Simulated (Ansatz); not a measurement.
## Is this IrRu5 structure a true minimum?

It was reached by relaxing an invented guess, and it needn't be the stable form of this composition.

Theory: DFT PBE, scalar-relativistic, plane waves, PAW (Ansatz 0.2.0). Settings: cutoff 420 eV, Γ-centred mesh 14×10×6 on the computed 6-atom cell, Gaussian smearing of 0.10 eV; no spin polarisation.

The cell below (6 atoms, space group Pmmm (No. 47)) is relaxed within its symmetry.

```
Ru Ir
1.0
     2.69859    0.00000    0.00000
     0.00000    3.82201    0.00000
     0.00000    0.00000    8.10199
Ru Ir
5 1
Direct
  0.50000 0.50000 0.16931
  0.00000 0.00000 0.33483
  0.50000 0.50000 0.50000
  0.00000 0.00000 0.66517
  0.50000 0.50000 0.83068
  0.00000 0.00000 0.00000
```

For the test a repeat of it with 12 atoms (edges 2.70, 7.64, 8.10 Å) was strained at random (σ = 1.5 % a component), the atoms were moved at random (σ = 0.05 Å), and all was relaxed again on a coarse 8×4×4 mesh (in the run’s order of axes) with 0.20 eV smearing, with no symmetry imposed.

These runs have no spin–orbit coupling, which can matter for Ir.

Problem. Is the structure stable against such a distortion?

Solution. It returns, within 1 meV/atom of the unmoved cell on that mesh and with the same symmetry when read at 0.1 Å. No instability shows in this cell; modes of other wave vectors, which need another repeat, aren't tested.
